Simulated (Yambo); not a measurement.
Yambo run on KTaO₃ (cubic perovskite, space group Pm-3m, No. 221). The wavefunctions come from this Quantum ESPRESSO step (LDA, PseudoDojo standard norm-conserving files, scalar-relativistic):

```
&CONTROL
  calculation = 'nscf'
  pseudo_dir = './pseudo'
  outdir = './out'
/
&SYSTEM
  ibrav = 0
  nat = 5
  ntyp = 3
  ecutwfc = 84.0
  ecutrho = 336.0
  occupations = 'fixed'
  force_symmorphic = .true.
  nbnd = 126
/
&ELECTRONS
  conv_thr = 5e-09
  diago_full_acc = .true.
  diago_thr_init = 1e-08
/
ATOMIC_SPECIES
O 15.9990 O.upf
K 39.0983 K.upf
Ta 180.9479 Ta.upf
CELL_PARAMETERS angstrom
  3.994880000000   0.000000000000   0.000000000000
  0.000000000000   3.994880000000   0.000000000000
  0.000000000000   0.000000000000   3.994880000000
ATOMIC_POSITIONS crystal
O   0.000000000000   0.500000000000   0.000000000000
O   0.500000000000   0.000000000000   0.000000000000
O   0.000000000000   0.000000000000   0.500000000000
K   0.500000000000   0.500000000000   0.500000000000
Ta   0.000000000000   0.000000000000   0.000000000000
K_POINTS automatic
4 4 4 0 0 0
```

Yambo input:

```
rim_cut
gw0
dyson
el_el_corr
HF_and_locXC
ppa
em1d
RandQpts= 1000000
RandGvec= 1 Ry
EXXRLvcs= 84 Ry
VXCRLvcs= 336 Ry
Chimod= "HARTREE"
% BndsRnXp
 2 | 123 |
%
NGsBlkXp= 8 Ry
% LongDrXp
 1.0 | 1.0 | 1.0 |
%
PPAPntXp= 27.2114 eV
% GbndRnge
 1 | 123 |
%
GTermKind= "BG"
DysSolver= "n"
ExtendOut
% QPkrange
 1 | 1 | 20 | 21 |
 10 | 10 | 20 | 21 |
%
```

k points by index: 1 = Γ, 10 = R.

The o-*.qp file then holds:

```
#    K-point    Band    Eo [eV]    E [eV]    E-Eo [eV]    Vxc [eV]    Vnlxc [eV]    Sc|Eo [eV]    Sc|E [eV]    dSc/dw|Eo [eV]    Re(Z)    Im(Z)
#
    1    20    -0.644707    -1.201076    -0.556369    -20.12854    -25.24998    4.408011    4.565072    -7.679978    0.779887    -0.001331
    1    21    2.077769    3.230090    1.152320    -14.94612    -9.280617    -4.273244    -4.513183    -5.665542    0.827673    -0.001066
    10    20    0.000000    -0.490857    -0.490857    -19.89046    -25.08755    4.561772    4.706229    -8.006049    0.772666    -0.001372
    10    21    6.397792    7.731062    1.333271    -18.27110    -11.16909    -5.271918    -5.768736    -10.14131    0.728267    0.012996
```
(The two width columns are left out.) Convergence of these settings isn't established.

Spin-orbit coupling is not included.

Geometry of the Materials Project entry, not relaxed at this level.
